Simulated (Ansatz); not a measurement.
# Elastic constants of Sb (R-3m), step by step

```
Sb
1.0
     2.14594    1.23896    3.65075
    -2.14594    1.23896    3.65075
     0.00000   -2.47792    3.65075
Sb
2
Direct
  0.23629 0.23629 0.23629
  0.76371 0.76371 0.76371
```

Unless marked otherwise, the numbers come from LDA, all-electron LAPW in Ansatz 0.2.0, scalar-relativistic. k mesh 14×14×14, strains of ±0.005, Fermi-Dirac smearing of 0.080 eV, basis error target 1 meV/atom. The cell was relaxed by PAW under this functional.

The cell is trigonal and carries a residual pressure of 0.03 GPa at this level. Each strain component that symmetry leaves independent is applied at ±0.005, the ions relax wherever a strain frees them, and the stress (tension positive, GPa) is read. Shears are engineering strains, γ = 2ε.

```tsv
strain	size	σxx	σyy	σzz	σyz	σxz	σxy
xx	-0.005	-0.5572	-0.1803	-0.1791	0.1286	0.0000	0.0000
xx	+0.005	0.4792	0.1093	0.1260	-0.1211	0.0000	0.0000
zz	-0.005	-0.1907	-0.1907	-0.3127	0.0000	0.0000	0.0000
zz	+0.005	0.1145	0.1145	0.2556	0.0000	0.0000	0.0000
yz	-0.005	0.0885	-0.1654	-0.0255	-0.2217	0.0000	0.0000
yz	+0.005	-0.1614	0.0847	-0.0256	0.2188	0.0000	0.0000
```

A central difference gives one constant, for example C11 ≈ (0.4792 − (-0.5572))/(0.01) = 103.6 GPa; the program then imposes the crystal's symmetry on the whole matrix.

(1) What are the independent elastic constants?

(2) Is the crystal stable against homogeneous strain?

(3) What moduli does a random aggregate of grains have?

(4) With the density of 6.943 g/cm³, how fast does sound travel, and what Debye temperature follows?

(5) How far do the constants move if PAW replaces LAPW in the same cell?

Results:

(1) C11 = 103.6, C12 = 29.0, C13 = 30.5, C14 = -25.0, C33 = 56.8, C44 = 44.0 GPa.

(2) The least eigenvalue of the 6×6 matrix is 15.5 GPa, so yes.

(3) Voigt and Reuss bounds: B from 45.7 to 49.3 and G from 23.6 to 36.7 GPa; their means are B = 47.5 and G = 30.2 GPa. Then E = 9BG/(3B + G) = 74.7 GPa, ν = (3B − 2G)/(6B + 2G) = 0.238 and B/G = 1.58, on the brittle side of Pugh's 1.75 (a rule of thumb).

(4) 

| direction | slow (m/s) | middle (m/s) | fast (m/s) |
| --- | --- | --- | --- |
| x | 1493 | 3081 | 3863 |
| y | 2244 | 2319 | 4029 |
| z | 2519 | 2519 | 2861 |

The mean of v⁻³ over directions and branches gives v_m = 2187 m/s and θ_D = (ħ/k_B) v_m (6π²n)^(1/3) = 212 K, n being atoms per volume. Young's modulus spans 43 to 138 GPa over directions, and the universal anisotropy index is 2.85.

(5) 

| constant | LAPW (GPa) | PAW (GPa) | difference |
| --- | --- | --- | --- |
| C11 | 103.6 | 103.5 | -0.1 |
| C12 | 29.0 | 28.9 | -0.1 |
| C13 | 30.5 | 30.4 | -0.1 |
| C14 | -25.0 | -24.9 | 0.1 |
| C33 | 56.8 | 56.6 | -0.2 |
| C44 | 44.0 | 43.8 | -0.2 |

Keep in mind: responses of metals move with mesh and smearing; elastic stability says nothing of phonons or of other phases; the frozen-core PAW files of the compared runs were fitted under PBE, their cores solved anew for this functional.
